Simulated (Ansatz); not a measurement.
## YbNi2B2C: what a change of magnetization, scf.max_iter does

All numbers are calculated (PBEsol, no spin polarisation, no spin-orbit coupling; Ansatz, PAW set soft_2, 420 eV, k-mesh 12×12×12), not measured. These are the settings of the reference run.

Cell:

```cif
data_structure
_symmetry_space_group_name_H-M 'P 1'
_symmetry_Int_Tables_number 1
_cell_length_a 5.7129
_cell_length_b 5.7129
_cell_length_c 5.7129
_cell_angle_alpha 144.611
_cell_angle_beta 144.611
_cell_angle_gamma 50.915
_cell_volume 62.21
loop_
_atom_site_label
_atom_site_type_symbol
_atom_site_fract_x
_atom_site_fract_y
_atom_site_fract_z
_atom_site_occupancy
B1 B 0.35626 0.35626 0.00000 1
B2 B 0.64374 0.64374 0.00000 1
C1 C 0.50000 0.50000 0.00000 1
Ni1 Ni 0.75000 0.25000 0.50000 1
Ni2 Ni 0.25000 0.75000 0.50000 1
Yb1 Yb 0.00000 0.00000 0.00000 1
```

The reference run of this cell is solved again as a single point with these keys changed:

| key | reference run | changed run |
| --- | --- | --- |
| magnetization | not typed | {spin_polarized: true, initial_magnetization: 1} |
| scf.max_iter | not typed | 60 |

Question: Does this change matter?

Answer: 

```
                                    quantity  reference run  changed run
energy, changed less reference (meV an atom)              0          0.0
                              pressure (GPa)            0.0          0.0
                        largest force (eV/Å)           0.00         0.00
                        gap on the mesh (eV)           0.00         0.00
```

The results hardly move, so the changed setting does no harm here. It took 16 iterations.

Caveats: the reference run: 4f shell without a U, which puts 4f levels too near the Fermi level; the reference run: a metal with Cr, Mn, Fe, Co or Ni was run without spin, and may be magnetic; a single point, atoms not relaxed again.
